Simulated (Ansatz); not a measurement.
Input and command of a calculation in Ansatz (plane waves; scalar-relativistic PAW potentials unless the input names others):

```yaml
crystal:
  lattice:
    - [5.5742627089, -3.3757720783, -0.0046091608]
    - [5.5742627089, 3.3757720783, -0.0046091608]
    - [-1.9486614095, 0.0, 4.3832936772]
  atoms:
    - { symbol: Na, position: [0.8949887373, 0.8949887373, 0.1400699649] }
    - { symbol: Na, position: [0.1050112627, 0.1050112627, 0.8599300351] }
    - { symbol: Na, position: [0.5, 0.0, 0.5] }
    - { symbol: Na, position: [0.0, 0.5, 0.5] }
    - { symbol: Ti, position: [0.476463341, 0.476463341, 0.1835378195] }
    - { symbol: Ti, position: [0.523536659, 0.523536659, 0.8164621805] }
basis:
  ecutwfc: 420
kpoints:
  mp_grid: { grid: [8, 8, 8] }
hamiltonian:
  xc: pbe
  dispersion: d3bjatm
scf:
  occupations: { method: gaussian, width: 0.1 }
output:
  forces: true
  eigenvalues: true
  stress: true
```

```bash
ansatz run input.yaml --threads 1 --pin off --max-ram 2560MiB --backend cpu --events-out ev --progress --plain --runs-dir out
```

Abridged log:
```
Basis set: ecut = 420 eV, 3191 PW (Γ), exchange–correlation on 90×90×72 points (8 copies of the dense FFT grid, shifted against one another)
Bands: 36, of which v1, the nominal top of the filled ones, is band 30 counted from 1 (29 counted from 0)
Symmetry: 4 space group operations
k-points: 150 of 512
SCF iter   1: F=—  HF=-10942.744137 eV  |F-HF|=—  |Δ(HF+E_count)|=         —  Δρ=1.23e-2  dr2=4.62e-1  ethr=1.77e-3  ⟨swp⟩=5.2  Hψ=21993  notcnv=0
SCF iter   2: F=—  HF=-10942.702899 eV  |F-HF|=—  |Δ(HF+E_count)|=   4.12e-2  Δρ=5.92e-3  dr2=1.33e-1  ethr=7.70e-4  ⟨swp⟩=2.0  Hψ=7285  notcnv=0  defer=67
SCF iter   3: F=—  HF=-10942.689750 eV  |F-HF|=—  |Δ(HF+E_count)|=   1.31e-2  Δρ=1.01e-3  dr2=5.13e-3  ethr=2.21e-4  ⟨swp⟩=2.0  Hψ=6749  notcnv=0  defer=67
SCF iter   4: F=—  HF=-10942.689251 eV  |F-HF|=—  |Δ(HF+E_count)|=   5.00e-4  Δρ=3.93e-4  dr2=5.69e-4  ethr=8.55e-6  ⟨swp⟩=2.0  Hψ=6195  notcnv=0  defer=67
SCF iter   5: F=—  HF=-10942.689148 eV  |F-HF|=—  |Δ(HF+E_count)|=   1.02e-4  Δρ=1.48e-4  dr2=4.40e-5  ethr=9.48e-7  ⟨swp⟩=2.2  Hψ=7720  notcnv=0  defer=67
SCF iter   6: F=—  HF=-10942.689064 eV  |F-HF|=—  |Δ(HF+E_count)|=   8.38e-5  Δρ=5.59e-5  dr2=5.95e-6  ethr=7.33e-8  ⟨swp⟩=2.0  Hψ=9617  notcnv=0  defer=67
SCF iter   7: F=—  HF=-10942.689064 eV  |F-HF|=—  |Δ(HF+E_count)|=   1.36e-7  Δρ=1.33e-5  dr2=5.94e-7  ethr=9.92e-9  ⟨swp⟩=2.0  Hψ=7925  notcnv=0  defer=67
SCF iter   8: F=-10942.689064 eV  HF=-10942.689064 eV  |F-HF|=4.25e-9  |Δ(HF+E_count)|=   4.23e-8  Δρ=4.53e-6  dr2=5.96e-8  ethr=1.67e-10  ⟨swp⟩=7.4  Hψ=19021  notcnv=0
SCF 1 converged in 8 iterations: F = -10942.689064 eV  dr2 = 5.96e-8
SCF converged after 8 iterations
Free energy (F): -10942.689064 eV
Harris-Foulkes:  -10942.689064 eV  (|F-HF|=4.25e-9)
Internal energy: -10942.667197 eV  (E = F + TS)
E sigma→0 (E₀):  -10942.678131 eV
Entropy (-TS):   -0.021867 eV (-3.645 meV/atom)
Fermi energy:    4.337026 eV
  E_disp       = -1.426893  (pairwise vdW)
--- Forces (eV/Å), atoms counted from 1 ---
  atom   1  Na    -0.00737738     0.00000000     0.00082810
  atom   2  Na     0.00737738     0.00000000    -0.00082810
  atom   3  Na     0.00000000     0.00000000     0.00000000
  atom   4  Na     0.00000000     0.00000000     0.00000000
  atom   5  Ti    -0.00014278     0.00000000     0.00339676
  atom   6  Ti     0.00014278     0.00000000    -0.00339676
--- Stress (GPa, compression-positive) ---
       -1.310340       0.000000       0.026968
        0.000000      -1.281915       0.000000
        0.026967       0.000000      -1.331836
  P = ⅓ Tr σ = -1.3080 GPa (-13.080 kbar)
```

Apart from outputs, empty bands and the relaxation, which only the reference makes, the input differs from a reference run on usual settings in hamiltonian.dispersion: not typed → "d3bjatm". The reference, at the same geometry, ended its own course with pressure 0.00 GPa, largest force 0.003 eV/Å, no gap on the mesh. This run converged in 8 SCF iterations with an energy at zero smearing 238 meV/atom below the reference's (the Hamiltonian itself differs), pressure -1.31 GPa, largest force 0.007 eV/Å, no gap on the mesh.

It took 24 s on 1 thread of Intel(R) Xeon(R) 6975P-C (Granite Rapids), with other jobs on the host, peak memory 0.85 GiB.